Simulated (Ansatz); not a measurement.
NbCuN₂:
```yaml
crystal:
  lattice:
    - [1.56069, 0.90106, 5.76699]
    - [-1.56069, 0.90106, 5.76699]
    - [0.00000, -1.80213, 5.76699]
  atoms:
    - { symbol: Nb, position: [0.50000, 0.50000, 0.50000] }
    - { symbol: Cu, position: [0.00000, 0.00000, 0.00000] }
    - { symbol: N, position: [0.10531, 0.10531, 0.10531] }
    - { symbol: N, position: [0.89469, 0.89469, 0.89469] }
```

Relaxed with PBEsol.

Problem. Decompose the optical modes at the zone centre into irreducible representations, and say which are infrared and Raman allowed.

Solution. Point group -3m: Γ_opt = A1g + 2A2u + Eg + 2Eu. Infrared: A2u, Eu. Raman: A1g, Eg.

Problem. Assign frequencies (DFPT, DFT-PBEsol in the program Ansatz with PAW potentials; without the LO–TO term).

Solution. Eu 66, Eu 175, A2u 251, Eg 486, A2u 652, A1g 775 cm⁻¹.

Space group R-3m. The start of the workflow was typed in or built on a structure type; neither database checked (COD, Materials Project) lists it. Whether it is the stable phase at ambient conditions was not checked. Symmetry was held in the PBEsol relaxation; whether a distortion lowers the energy is not shown. The workflow began spin-polarised and lost its moments.

Potentials: the later of the program's two PAW sets.
